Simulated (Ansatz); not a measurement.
ZrSe:
```
ZrSe
1.0
    3.50696     0.00000     0.00000
   -1.75348     3.03712     0.00000
    0.00000     0.00000     3.57266
Zr Se
1 1
Direct
  0.00000   0.00000   0.00000
  0.33333   0.66667   0.50000
```

Relaxed with LDA. Special points in fractions of this cell's reciprocal vectors: Γ (0.000, 0.000, 0.000); M (0.500, 0.000, 0.000); K (0.333, 0.333, 0.000); A (0.000, 0.000, 0.500); L (0.500, 0.000, 0.500); H (0.333, 0.333, 0.500).

List the band energies nearest the Fermi level at these points for the program Ansatz at the LDA level (PAW).

In eV from the Fermi level; about four levels below and three above (degenerate sets whole), none deeper than 8.9 eV; points with the same levels are listed once.

```
k                    below           above
-  -----------------------  --------------
Γ  -3.30 -3.30 -3.01 -2.67  1.85 1.85 2.18
M  -7.18 -4.40 -2.92 -2.21  1.16 3.10 3.21
K  -6.46 -5.41 -4.37 -0.05  0.61 1.17 1.51
A  -2.84 -2.84 -0.06 -0.06  1.82 2.09 2.09
L  -6.03 -5.92 -4.47 -0.62  2.55 3.14 3.14
H  -6.58 -5.76 -4.35 -0.23  2.94 2.97 3.94
```

Space group P-6m2. The workflow started from a Materials Project entry (that database holds measured and hypothetical structures alike); the Crystallography Open Database copy checked does not list it. Whether it is the stable phase at ambient conditions was not checked. The cell was relaxed with LDA under the symmetry of its start; its stability against distortions is not shown here. No spin polarisation was allowed. Scalar-relativistic: spin–orbit coupling is off unless named, which matters more the heavier the elements.

Potentials: the later of the program's two PAW sets.
